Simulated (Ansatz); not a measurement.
**Question.** Zr (hcp (Mg type), P6_3/mmc) is relaxed with PBEsol in the plane-wave PAW code Ansatz. What lattice parameters of the conventional cell result?

**Answer.** a = 3.184 Å, c = 5.119 Å.

The cell was relaxed with PBEsol under the symmetry of its start; of distortions, only those at the zone centre were tested. No spin polarisation was allowed. Axis ratios of metals converge slowly with the k-mesh, so a and c are less sure than the volume.

Potentials: the earlier of the program's two PAW sets.
